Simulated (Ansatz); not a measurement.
**From the elastic tensor of PdPt3S8 to moduli and sound speeds**

The calculation used DFT PBE, scalar-relativistic, plane waves, PAW (Ansatz 0.2.0). Plane waves to 420 eV; Γ-centred k mesh 6×6×4; fixed occupations. No spin polarisation.

Space group P-1 (No. 2), triclinic, a = 5.476 Å, b = 5.565 Å, c = 9.483 Å, α = 89.4°, β = 89.7°, γ = 90.0°. Around Pd lie 4 S at 2.33–2.34 Å; Pt on its first site has 4 S at 2.32–2.33 Å; Pt on its second site is surrounded by 4 S at 2.32 Å; Pt on its third site has 4 S at 2.32–2.33 Å; around S on its first site lie 1 S at 2.15 Å and 2 Pt at 2.32–2.33 Å; S on its second site has 1 S at 2.13 Å, 1 Pt at 2.32 Å and 1 Pd at 2.34 Å; 2 more sites not described.

The structure comes from a generated guess, relaxed at this level; another structure or a mixture of phases may lie lower. Spin–orbit coupling is left out, which matters for heavy elements. No dispersion correction is applied, so modes and constants that involve weak contacts between layers, chains or molecules come out too soft.

Relaxed-ion constants (GPa, on the Cartesian axes of the calculation):
```
149.8  10.4   2.1   0.1   0.1   0.0
 10.4 198.2   1.7   0.5   0.0   0.5
  2.1   1.7   2.4   0.0   0.0   0.0
  0.1   0.5   0.0   0.3   0.0   0.1
  0.1   0.0   0.0   0.0   0.4   0.2
  0.0   0.5   0.0   0.1   0.2  59.5
```

Density 5.449 g/cm³; 12 atoms in 288.93 Å³.

With S = C⁻¹: B_V = (C11+C22+C33+2(C12+C13+C23))/9, G_V = (C11+C22+C33−C12−C13−C23+3(C44+C55+C66))/15, 1/B_R = S11+S22+S33+2(S12+S13+S23), 15/G_R = 4(S11+S22+S33−S12−S13−S23)+3(S44+S55+S66); Hill is their mean. Then v_l = √((B+4G/3)/ρ), v_t = √(G/ρ), v_m = [(2/v_t³+1/v_l³)/3]^(−1/3) and Θ = (ħ/k_B)·v_m·(6π²n/V)^(1/3) for n atoms in the volume V; E = 9BG/(3B+G), ν = (3B−2G)/(2(3B+G)) and A^U = 5G_V/G_R + B_V/B_R − 6.

```
Bulk modulus, Voigt / Reuss / Hill          : 42.1 / 2.4 / 22.3 GPa
Shear modulus, Voigt / Reuss / Hill         : 34.5 / 0.8 / 17.6 GPa
Young's modulus                             : 42 GPa
Poisson ratio                               : 0.186
Pugh ratio B/G                              : 1.26 (under 1.75, the rule of thumb for brittle)
Universal anisotropy index                  : 218.38
Longitudinal and transverse sound speeds    : 2899 and 1799 m/s
Debye temperature from the mean sound speed : 205 K
```
